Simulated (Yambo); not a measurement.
# Rb₂NaAlF₆: lowest vertical excitons

```xyz
10
Lattice="0.0000 4.2246 4.2246 4.2246 0.0000 4.2246 4.2246 4.2246 0.0000" Properties=species:S:1:pos:R:3 pbc="T T T"
F      1.8495     4.2246     4.2246
F      6.5997     4.2246     4.2246
F      4.2246     1.8495     4.2246
F      4.2246     6.5997     4.2246
F      4.2246     4.2246     1.8495
F      4.2246     4.2246     6.5997
Na     4.2246     4.2246     4.2246
Al     0.0000     0.0000     0.0000
Rb     6.3370     6.3370     6.3370
Rb     2.1123     2.1123     2.1123
```

The geometry is that of Materials Project entry mp-1079583, symmetrised and not relaxed again.

BSE in Yambo on LDA (Quantum ESPRESSO, PseudoDojo norm-conserving, 88 Ry, scalar-relativistic) bands: 4×4×4 mesh, 18 valence and 6 conduction bands, static screening with 92 bands and a 3 Ry block, scissor 4.37 eV, Tamm-Dancoff; field along x.

```json
[
 {"state": "1", "energy (eV)": "9.45", "states within 2 meV": "3", "relative strength": "< 0.01", "class": "dark", "main transitions": "several band pairs"},
 {"state": "2", "energy (eV)": "9.84", "states within 2 meV": "3", "relative strength": "1.00", "class": "strong", "main transitions": "several band pairs"},
 {"state": "3", "energy (eV)": "9.95", "states within 2 meV": "3", "relative strength": "< 0.01", "class": "dark", "main transitions": "several band pairs"},
 {"state": "4", "energy (eV)": "10.23", "states within 2 meV": "3", "relative strength": "< 0.01", "class": "dark", "main transitions": "several band pairs"},
 {"state": "5", "energy (eV)": "10.55", "states within 2 meV": "3", "relative strength": "0.10", "class": "strong", "main transitions": "several band pairs"},
 {"state": "6", "energy (eV)": "10.56", "states within 2 meV": "1", "relative strength": "< 0.01", "class": "dark", "main transitions": "VB → CB (97 %)"},
 {"state": "7", "energy (eV)": "10.58", "states within 2 meV": "5", "relative strength": "< 0.01", "class": "dark", "main transitions": "several band pairs"},
 {"state": "8", "energy (eV)": "10.60", "states within 2 meV": "1", "relative strength": "< 0.01", "class": "dark", "main transitions": "several band pairs"},
 {"state": "9", "energy (eV)": "10.60", "states within 2 meV": "1", "relative strength": "< 0.01", "class": "dark", "main transitions": "several band pairs"}
]
```

These are vertical excitations (zero momentum). The direct quasiparticle gap on this mesh is 10.82 eV; counted from there, state 1 is bound by 1.38 eV. Convergence with the mesh was not shown.

Spin singlets only. Strengths are relative to the strongest of the lowest states of this run; strong means a line over 3 % of the spectrum's maximum, dark under 0.03 %. Absolute energies carry the error of the G0W0 scissor, whose convergence isn't established.

The structure is a Materials Project entry; no match was found in the copy of COD used, and its stability was not checked.
